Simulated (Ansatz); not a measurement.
**AlV₂C, first-principles data**

AlV₂C:
```yaml
crystal:
  lattice:
    - [2.87871, 0.00000, 0.00000]
    - [-1.43935, 2.49303, 0.00000]
    - [0.00000, 0.00000, 13.02097]
  atoms:
    - { symbol: Al, position: [0.33333, 0.66667, 0.25000] }
    - { symbol: Al, position: [0.66667, 0.33333, 0.75000] }
    - { symbol: V, position: [0.33333, 0.66667, 0.58511] }
    - { symbol: V, position: [0.66667, 0.33333, 0.41489] }
    - { symbol: V, position: [0.66667, 0.33333, 0.08511] }
    - { symbol: V, position: [0.33333, 0.66667, 0.91489] }
    - { symbol: C, position: [0.00000, 0.00000, 0.00000] }
    - { symbol: C, position: [0.00000, 0.00000, 0.50000] }
```

Space group P6_3/mmc (No. 194); conventional cell a = 2.879 Å, b = 2.879 Å, c = 13.021 Å, α = 90.00°, β = 90.00°, γ = 120.00°.

Method: the program Ansatz at the PBEsol level (PAW). Structure relaxed to zero pressure with the same functional. Other levels are named where they apply.

Cell and energy:

Volume per atom: 11.68 Å³
Density: 5.01 g/cm³
Formation energy from the elements (no fitted shifts): -0.57 eV/atom

Electronic structure:

Electronic character: metallic (no gap)
Density of states at the Fermi level: 0.61 states/eV per atom (mean over ±0.08 eV)

Mechanics:

- Bulk modulus (Birch–Murnaghan fit): 1850 kbar
- Pressure derivative B′: 4.4
- Elastic constants (relaxed ions, GPa): C11 = 356, C12 = 82.8, C13 = 108, C33 = 340, C44 = 159
- Mechanical stability: stable (all eigenvalues of C positive)
- Hill bulk and shear moduli: 184 and 140 GPa
- Young's modulus: 335 GPa
- Poisson's ratio: 0.20
- Debye temperature from the elastic constants: 766 K

Phonons:

- Highest zone-centre frequency = 89.6 meV
- Zone-centre stability = no imaginary mode at Γ

Symmetry was held in the PBEsol relaxation. No spin polarisation was allowed. As this level gives no gap, shear constants depend on the k-mesh and smearing (Fermi–Dirac, 0.1 eV here). As this level gives no gap, phonon frequencies hold no LO–TO term and depend on the k-mesh and smearing (Fermi–Dirac, 0.1 eV here). The references are the lowest solids computed at this level, not always the standard phases.

Potentials: the later of the program's two PAW sets.
